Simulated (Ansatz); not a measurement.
C:
```xyz
2
Lattice="0.0000 2.1170 3.3688 1.2226 0.0000 3.3688 1.2226 2.1170 0.0000" Properties=species:S:1:pos:R:3 pbc="T T T"
C      1.2226     2.8229     3.3688
C      1.2226     1.4111     3.3688
```

Relaxed with LDA. Special points in fractions of this cell's reciprocal vectors: Γ (0.000, 0.000, 0.000); Y (0.500, 0.000, 0.500); T (1.000, 0.500, 0.500); Z (0.500, 0.500, 0.000); Σ0 (0.000, 0.366, 0.366); U0 (1.000, 0.634, 0.634); C0 (0.500, 0.200, 0.700); A0 (0.500, 0.800, 0.300); L (0.500, 0.500, 0.500).

List the band energies nearest the Fermi level at these points for LDA in the plane-wave PAW code Ansatz.

In eV from the Fermi level; about four levels below and three above (degenerate sets whole), none deeper than 8.9 eV; … stands for higher levels left out; points with the same levels are listed once.

| k | below | above |
|---|---|---|
| Γ | -6.99 -3.24 -3.23 | 3.51 … |
| Y | -6.69 -1.90 | 2.24 … |
| T | -6.74 -3.34 | 0.62 … |
| Z | -3.27 -3.23 | 8.18 … |
| Σ0 | -1.76 | 0.42 … |
| C0 | -1.76 | 1.44 … |
| L | -6.71 -2.67 | 1.34 … |

Space group Fmmm. The first step of the workflow began from a Materials Project structure, measured or hypothetical; the Crystallography Open Database files this formula in space group No. 69, but the cells were not matched. It is not the phase usual at ambient conditions (space group No. 194, 227). The cell was relaxed with LDA under the symmetry of its start. At this level the phase is mechanically unstable. A crystal of weakly bound layers computed without a dispersion correction: the cell and the soft elastic constants depend strongly on that. The Fermi level of a semimetal is unsure by some 0.05 eV on such meshes.

Potentials: the later of the program's two PAW sets.
